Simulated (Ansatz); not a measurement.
# An elastic constant from a strain scan in In3Se

The calculation used Ansatz, DFT PBE+D3(BJ), scalar-relativistic, plane waves, PAW. Settings: plane waves to 420 eV, k-mesh 10×10×10 (Γ-centred), Gaussian smearing 0.15 eV. No spin polarisation. Energies are free energies at this smearing, counted from the undisturbed cell; pressure is positive in compression.

The starting cell (relaxed at this level; it needn't be the usual structure):

```
In Se
1.0
     4.70090    0.00000    0.00000
     0.00000    4.70090    0.00000
     0.00000    0.00000    4.70090
In Se
3 1
Direct
  0.00000 0.50000 0.50000
  0.50000 0.00000 0.50000
  0.50000 0.50000 0.00000
  0.00000 0.00000 0.00000
```

The cell is strained by ε times the Voigt pattern (1, 0, 0, 0, 0, 0) (xx, yy, zz, yz, xz, xy; engineering shear) with fractional coordinates fixed. The cell holds 4 atoms in V0 = 103.88 Å³. The stress column is τ = (1/V0) dE/dε, got from the stress tensor σ (compression positive) at each point as −det(1 + εP) σ : P(1 + εP)⁻¹, with P the pattern as a tensor.

| ε | ΔE (meV/atom) | τ (GPa) |
| --- | --- | --- |
| -0.0600 | 13.639 | -3.013 |
| -0.0450 | 7.399 | -2.129 |
| -0.0300 | 3.207 | -1.334 |
| -0.0150 | 0.821 | -0.646 |
| 0.0000 | 0.000 | -0.036 |
| 0.0150 | 0.620 | 0.544 |
| 0.0300 | 2.647 | 1.126 |
| 0.0450 | 6.100 | 1.716 |
| 0.0600 | ? | ? |

Q: Which combination of elastic constants does this scan measure, and how large is it?

A: For small ε, τ = τ0 + Kε with K = pᵀCp, which for this pattern is C11 in the cubic axes. The parabola through τ at ε = -0.0150, 0 and 0.0150 has slope K = 40 GPa at zero. The energies per cell, E = NΔE, of the same two points give K = 2[E(ε₊)/ε₊ − E(ε₋)/ε₋]/[(ε₊ − ε₋)V0] = 40 GPa, in agreement.

Q: Predict the withheld row at ε = 0.0600 from the harmonic law, and compare.

A: ΔE = V0(τ0 ε + Kε²/2)/N = 11.230 meV/atom and τ = 2.35 GPa. The calculation gives 10.976 meV/atom and 2.29 GPa, a miss of 2.3 % of the harmonic energy, so the harmonic law still holds on this side, though at ε = -0.0600 the energy lies 14 % above it.

In a metal these slopes depend on the k mesh and the smearing.